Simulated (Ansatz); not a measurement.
Values for one crystal, relaxed and computed with plane-wave PAW HSE06 (Ansatz code); other levels are named.

```yaml
volume_per_atom: 19.84 Å³
band_gap: 8.99 eV (direct)
conduction_band_minimum: at Γ
valence_band_maximum: at Γ
```

Task: Pick the material that matches.
A) Cs2KScF6, Fm-3m (K on 4b, Cs on 8c, Sc on 4a, F on 24e)
B) Cs2HgF4, I4/mmm (Cs on 4e, Hg on 2a, F on 4e, F on 4c)
C) Ba2H6Os, Fm-3m (Ba on 8c, H on 24e, Os on 4a)
D) Cs2CaBr4, I4/mmm (Cs on 4e, Ca on 2a, Br on 4e, Br on 4c)

Result: A, Cs2KScF6, Fm-3m (K on 4b, Cs on 8c, Sc on 4a, F on 24e)

The first step of the workflow began from a Materials Project structure, measured or hypothetical; the Crystallography Open Database copy checked does not list it. Whether it is the stable phase at ambient conditions was not checked. Symmetry was held in the HSE06 relaxation; its stability against distortions is not shown here. No spin polarisation was allowed. The hybrid was solved on a coarse mesh, the path and, where they were found, the r²SCAN edge points; its band edges are the extreme levels among these. Spin–orbit coupling is left out wherever it is not named.

Potentials: the later of the program's two PAW sets.
